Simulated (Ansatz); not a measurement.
GaSb:
```xyz
6
Lattice="4.4206 0.0000 0.0000 -2.2103 3.8283 0.0000 0.0000 0.0000 9.5936" Properties=species:S:1:pos:R:3 pbc="T T T"
Ga     2.2114     0.0000     6.3957
Ga    -1.1057     1.9151     3.1979
Ga     1.1046     1.9132     0.0000
Sb     2.2110     0.0000     1.5989
Sb    -1.1055     1.9148     7.9947
Sb     1.1048     1.9136     4.7968
```

Relaxed with PBE. Special points in fractions of this cell's reciprocal vectors: Γ (0.000, 0.000, 0.000); M (0.500, 0.000, 0.000); K (0.333, 0.333, 0.000); A (0.000, 0.000, 0.500); L (0.500, 0.000, 0.500); H (0.333, 0.333, 0.500).

Q: List the band energies nearest the Fermi level at these points for PBE (plane waves, PAW; program Ansatz).

A: In eV from the Fermi level; about four levels below and three above (degenerate sets whole), none deeper than 8.9 eV; points with the same levels are listed once.

| k | below | above |
|---|---|---|
| Γ | -0.95 -0.95 -0.50 -0.50 -0.28 | 0.38 1.22 1.22 |
| M | -2.24 -1.59 -1.38 -1.35 | 0.05 0.53 1.28 |
| K | -1.88 -1.39 -1.39 -0.41 | 1.93 1.93 4.20 4.20 |
| A | -0.46 -0.41 -0.41 -0.11 | 1.24 1.24 1.32 |
| L | -2.26 -2.07 -1.73 -1.55 | 1.09 1.21 2.38 |
| H | -3.31 -3.31 -1.73 -1.16 | 1.95 1.95 2.15 |

Space group P6_222. The start of the workflow was typed in or built on a structure type; neither database checked (COD, Materials Project) lists it. It is not the phase usual at ambient conditions (space group No. 216). Symmetry was held in the PBE relaxation; its stability against distortions is not shown here. A small band overlap can be real or an error of a semilocal functional. Point labels and valley counts follow the cell and symmetry of the run, lower than the named group. Spin–orbit coupling is left out wherever it is not named.

Potentials: the earlier of the program's two PAW sets.
